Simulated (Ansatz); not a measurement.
Mg$_{2}$Si (antifluorite type, space group Fm-3m)

```
Mg2Si
1.0
    0.00000     3.18221     3.18221
    3.18221     0.00000     3.18221
    3.18221     3.18221     0.00000
Si Mg
1 2
Direct
  0.00000   0.00000   0.00000
  0.25000   0.25000   0.25000
  0.75000   0.75000   0.75000
```

This relaxed cell (volume V₀) is scaled evenly in all directions, its shape held. Symmetry pins the atoms to their sites.

Level of theory: PBE (plane waves to 420 eV, PAW, scalar-relativistic; Ansatz, an electronic-structure program). k mesh 9×9×9 (Γ-centred), Fermi-Dirac smearing 0.05 eV. The energy includes the smearing's −TS. Stress and pressure are positive under compression. Mg2Si was relaxed with its symmetry unable to fall. The PAW data are Ansatz's earlier set. ΔE is measured from the relaxed starting cell.

```json
[
 {"V (Å³/atom)": "20.194", "ΔE (meV/atom)": "14.4"},
 {"V (Å³/atom)": "20.452", "ΔE (meV/atom)": "9.0"},
 {"V (Å³/atom)": "20.710", "ΔE (meV/atom)": "5.0"},
 {"V (Å³/atom)": "20.967", "ΔE (meV/atom)": "2.2"},
 {"V (Å³/atom)": "21.225", "ΔE (meV/atom)": "0.5"},
 {"V (Å³/atom)": "21.483", "ΔE (meV/atom)": "0.0"},
 {"V (Å³/atom)": "21.741", "ΔE (meV/atom)": "0.5"},
 {"V (Å³/atom)": "21.999", "ΔE (meV/atom)": "2.0"},
 {"V (Å³/atom)": "22.256", "ΔE (meV/atom)": "4.4"},
 {"V (Å³/atom)": "22.514", "ΔE (meV/atom)": "withheld"},
 {"V (Å³/atom)": "22.772", "ΔE (meV/atom)": "11.9"}
]
```

Task: Fit a third-order Birch-Murnaghan form (E₀, V₀, B₀, B₀′ free) to the given rows and predict ΔE at V = 22.514.

Result: Least squares on the 10 given rows: ΔE = E₀ + (9V₀B₀/16)·y²·[2 + (B₀′ − 4)y], y = (V₀/V)^(2/3) − 1, with V₀ = 21.485 Å³/atom, B₀ = 54.12 GPa (160.2 GPa = 1 eV/Å³; the term in eV is multiplied by 1000), B₀′ = 3.59, E₀ = -0.01 meV/atom; root-mean-square residual 0.02 meV/atom. At 22.514 the fit gives 7.7 meV/atom; the calculation gives 7.7 meV/atom, the same to the digits shown. For the pressure the fit gives -2.33 GPa against the computed -2.31 GPa.

(A scan under strain: stresses follow from slopes of the energy per volume, elastic moduli from its curvatures.)
